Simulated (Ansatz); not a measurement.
Zr2C in space group P4/nmm (No. 129; Zr on 2a, Zr on 2c, C on 2c), PBE in the plane-wave PAW code Ansatz, all energies at zero smearing, with the estimated change up to a 700 eV cutoff added, with one set of potentials and settings (totals compare only within such a set). Cell of 6 atoms (4 Zr, 2 C): -17236.925 eV.

```
element                reference phase  E (eV/atom)
-------  -----------------------------  -----------
Zr       P6_3/mmc, 2 atoms in the cell   -4183.8611
C        P6_3/mmc, 4 atoms in the cell    -250.9463
```

Formation energy per atom, worked out: (-17236.925 − 4×(-4183.8611) − 2×(-250.9463))/6 = 0.069 eV/atom (7 kJ per mol of atoms), at 0 K, without zero-point energy or fitted corrections.

The cell is a constructed one: a structure type filled with these elements; neither database checked (COD, Materials Project) lists it. Its standing as an ambient phase is unchecked. The cell was relaxed with PBE under the symmetry of its start; its stability against distortions is not shown here. No spin polarisation was allowed. The references are the lowest solids computed at this level, not always the standard phases.

Potentials: the earlier of the program's two PAW sets.
